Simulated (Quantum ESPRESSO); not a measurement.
Simulation results for Si$_{7}$P (made-up cell)

Calculation on a made-up crystal cell, not a measurement, the moved input of one more run found from cubic fits through the family: the fits match the computed values on one interval only; periodic Kohn-Sham density functional theory in plane waves with PseudoDojo standard norm-conserving scalar-relativistic pseudopotentials, each functional with its own files (v0.5 for PBE, v0.4.1 for LDA and PBEsol), no spin polarisation, no spin-orbit coupling, atoms not relaxed, stress positive in tension, energies less a fixed whole-eV offset for each atom's element; levels are Kohn-Sham levels at fractions of this cell's reciprocal vectors, counted from the reference band (half the neutral cell's valence electrons, rounded up) at Gamma; error bars cover cutoff and k-mesh only, not smearing or the files; added strain carries the atoms with the cell, and shear is the tensor component; each bar is the largest change over components, and at least 0.002 eV, 0.002 eV per angstrom or 0.02 GPa; energies are for the whole cell, and the offsets were chosen from early runs and are not element reference energies. Program: Quantum ESPRESSO 7.5.

```cif
# cell vector a (Å): 5.6243 0.0515 0.0849
# cell vector b (Å): 0.0515 5.6425 -0.0177
# cell vector c (Å): 0.0849 -0.0176 5.6055
data_Si7P
_symmetry_space_group_name_H-M 'P 1'
_symmetry_Int_Tables_number 1
_cell_length_a 5.6252
_cell_length_b 5.6428
_cell_length_c 5.6062
_cell_angle_alpha 90.352
_cell_angle_beta 88.269
_cell_angle_gamma 88.955
_cell_volume 177.83
loop_
_atom_site_label
_atom_site_type_symbol
_atom_site_fract_x
_atom_site_fract_y
_atom_site_fract_z
_atom_site_occupancy
P1 P 0.99899 0.00034 0.99957 1
Si1 Si 0.99830 0.49614 0.49944 1
Si2 Si 0.50317 0.00116 0.49789 1
Si3 Si 0.49945 0.50318 0.99595 1
Si4 Si 0.24791 0.24648 0.25199 1
Si5 Si 0.25101 0.75263 0.74170 1
Si6 Si 0.75703 0.25289 0.76124 1
Si7 Si 0.74116 0.75399 0.25192 1
_calc_lattice_type 'zincblende/diamond'
_calc_functional 'pbe'
_calc_cutoff 599  # eV
_calc_fermi_dirac_smearing 0.1  # eV
_calc_scf_tolerance 1e-07  # eV
_calc_electrons_removed 0
_calc_moved_input 'added strain, shear xy'
_calc_moved_input_in_the_structure_shown 0.0014
_calc_further_run_fz_on_site_4 0.536  # eV/angstrom
_calc_further_run_stress_xy 2.04  # GPa
_calc_further_run_fz_on_site_7 -0.791  # eV/angstrom
_calc_further_run_fz_on_site_8 -0.35  # eV/angstrom
_calc_k_mesh '6 x 6 x 6, shifted by half a step'
_calc_structure_shown 'one run of the family, not the further run'
_calc_moved_input_of_the_further_run 0.0054
_calc_interval_low 0.004481
_calc_interval_high 0.006318
_calc_energy_against_integrated_force_or_stress 0.0001329  # eV
_calc_error_bar_energy 0.002  # eV
_calc_error_bar_stress 0.03609  # GPa
_calc_error_bar_force 0.006299  # eV/angstrom
```

Atoms:
```
atoms element  atom site  atom energy offset (eV)
            P          1                     -189
           Si          2                     -115
           Si          3                     -115
           Si          4                     -115
           Si          5                     -115
           Si          6                     -115
           Si          7                     -115
           Si          8                     -115
```

Family:
```
moved input  fz on site 4 (eV/Å)  stress xy (GPa)  fz on site 7 (eV/Å)  fz on site 8 (eV/Å)
     -0.023               -0.034             -1.1               -0.349                0.073
    -0.0156                0.113            -0.28               -0.467               -0.034
    -0.0113                0.199              0.2               -0.534               -0.097
     0.0014                0.456              1.6               -0.731               -0.288
     0.0206                0.841             3.74               -1.019               -0.592
     0.0235                0.899             4.08               -1.062               -0.639
```
